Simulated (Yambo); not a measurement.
Yambo input for BeTe (zinc blende, space group F-43m, No. 216) under isotropic strain of -3 % on all lattice vectors (a = 3.846 Å, b = 3.846 Å, c = 3.846 Å, α = 60.00°, β = 60.00°, γ = 60.00°), on PBEsol (Quantum ESPRESSO, PseudoDojo norm-conserving, 88 Ry, no spin-orbit coupling) wavefunctions on a 12×12×12 mesh:

```
optics
chi
dipoles
kernel
FFTGvecs= 40 Ry
Chimod= "HARTREE"
NGsBlkXd= 4 Ry
% QpntsRXd
 1 | 1 |
%
% BndsRnXd
 2 | 33 |
%
GrFnTpXd= "R"
% EnRngeXd
 0.0 | 20.0 | eV
%
% DmRngeXd
 0.2 | 0.2 | eV
%
CGrdSpXd= 50
ETStpsXd= 161
% LongDrXd
 1.0 | 0.0 | 0.0 |
%
```

First lines of the file o-*.eps_q1_inv_rpa_dyson:

```
Absorption @ Q(1):   1.00000000     0.00000000     0.00000000    [q->0 direction]
#
# [ X ] Hartree size     :   51
# [GEN] GF Energies     : Perdew, Burke & Ernzerhof SOL(X)+Perdew, Burke & Ernzerhof SOL(C)
# [GEN] Green`s Function     : Retarded
#
# [GEN] Gauge     : Length
# [GEN] [r,Vnl] included     : yes
#
#    E[1] [eV]     Im(eps)     Re(eps)     Im(eps_o)     Re(eps_o)
#
     0.000000     0.51995E-14     7.250583     -0.49615E-17     8.252482
     0.125000     0.010123     7.253725     0.012462     8.256348
     0.250000     0.020319     7.263172     0.025019     8.267978
     0.375000     0.030665     7.278995     0.037768     8.287457
     0.500000     0.041240     7.301307     0.050808     8.314935
     0.625000     0.052126     7.330274     0.064247     8.350622
     0.750000     0.063414     7.366116     0.078202     8.394798
     0.875000     0.075203     7.409108     0.092800     8.447818
     1.000000     0.087606     7.459590     0.108185     8.510117
     1.125000     0.100748     7.517975     0.124520     8.582226
     1.250000     0.114775     7.584758     0.141994     8.664780
     1.375000     0.129857     7.660529     0.160829     8.758539
     1.500000     0.146197     7.745989     0.181288     8.864407
     1.625000     0.164037     7.841973     0.203687     8.983464
     1.750000     0.183672     7.949475     0.228413     9.116993
     1.875000     0.205467     8.069682     0.255945     9.266536
     2.000000     0.229881     8.204024     0.286886     9.433950
     2.125000     0.257499     8.354232     0.322008     9.621488
     2.250000     0.289085     8.522420     0.362320     9.831910
     2.375000     0.325656     8.711202     0.409167     10.06863
     2.500000     0.368606     8.923849     0.464398     10.33595
     2.625000     0.419902     9.164524     0.530626     10.63933
     2.750000     0.482441     9.438610     0.611699     10.98587
     2.875000     0.560694     9.753207     0.713565     11.38494
     3.000000     0.662010     10.11782     0.846001     11.84912
     3.125000     0.799454     10.54511     1.026379     12.39520
     3.250000     0.998344     11.05018     1.288338     13.04328
     3.375000     1.308569     11.63939     1.698148     13.80218
     3.500000     1.791320     12.27176     2.337952     14.61866
     3.625000     2.478986     12.90670     3.254773     15.43776
     3.750000     3.464155     13.36793     4.570748     16.01994
     3.875000     4.428208     13.43359     5.852049     16.06531
     4.000000     5.133678     13.50245     6.776938     16.13962
```
(The file goes on to the top of the energy range.) Convergence of the RPA response with its 12×12×12 mesh was not tested.

Geometry strained from the cell relaxed with PBEsol, atoms relaxed again.
